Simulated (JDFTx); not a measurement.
System: WC(0001) (P-6m2 bulk; lattice of mp-1894, not re-optimised at this level), 1x1 cell of 5 atoms in 5 planes (C outermost, slab composition W2C3), area 7.37 Å² a face, 5.1 Å between the outermost planes in a cell 21.7 Å high; k mesh 8×8×1, Fermi width 0.01 Ha, no spin polarisation. Whether this polymorph is the ambient one wasn't checked.

Method: PBE, GBRV ultrasoft potentials, plane waves to 20/100 Ha, in a modified build of JDFTx. Liquid: CANDLE, water, 2 M NaF; nuclei fixed. Potentials are counted from the potential of zero charge; σ repeats to about 1 %.

| U − U_pzc (V) | σ (μC/cm², per face) |
|---|---|
| 0.28 | 2.59 |
| 0.42 | 4.00 |
| 0.68 | withheld |
| 0.88 | 8.38 |

Task: Fit σ = C₀x + bx² (x = U − U_pzc) to the other rows by least squares, predict the withheld value, and compare with the run.

Result: The fit gives C₀ (μF/cm²) = 9.35, b (μF/cm²/V) = 0.204, with a root-mean-square miss of 0.03 μC/cm² on its own rows. It predicts 6.5 μC/cm²; the run gives 6.4 μC/cm², a miss of 0.1 μC/cm².
